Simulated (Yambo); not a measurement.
Yambo run on a free-standing PtSe2 monolayer (symmetry P-3m1, slab cell 15.6 Å high). The wavefunctions are PBE (stringent potentials; Quantum ESPRESSO, PseudoDojo norm-conserving, 104 Ry, scalar-relativistic) ones on a 6×6×1 mesh (33 occupied bands); a = 3.710 Å, b = 3.710 Å, c = 15.600 Å, α = 90.00°, β = 90.00°, γ = 120.00°.

Yambo input:

```
rim_cut
HF_and_locXC
RandQpts= 1000000
RandGvec= 2 Ry
CUTGeo= "slab z"
EXXRLvcs= 104 Ry
VXCRLvcs= 416 Ry
% QPkrange
 1 | 1 | 33 | 34 |
 2 | 2 | 33 | 34 |
 4 | 4 | 33 | 34 |
 7 | 7 | 33 | 34 |
%
```

k points by index: 1 = Γ, 2 = (0, 0.167), 4 = M, 7 = K.

Resulting energies as the program prints them:

```
#    K-point    Band    Eo [eV]    Ehf [eV]    Vxc [eV]    Vnlxc [eV]
#
    1    33    0.000000    -1.564077    -15.03893    -16.60301
    1    34    2.970097    6.583880    -17.77153    -14.15775
    2    33    -0.065585    -2.010120    -15.86822    -17.81276
    2    34    1.642021    4.654246    -16.42690    -13.41467
    4    33    -1.459847    -3.991385    -13.48795    -16.01949
    4    34    2.417994    6.177677    -17.64460    -13.88492
    7    33    -0.970183    -4.564008    -18.23060    -21.82442
    7    34    1.786158    5.263266    -16.57789    -13.10078
```
Exchange alone, without screening.

Spin-orbit coupling is not included.

Geometry relaxed with PBE+D3(BJ).
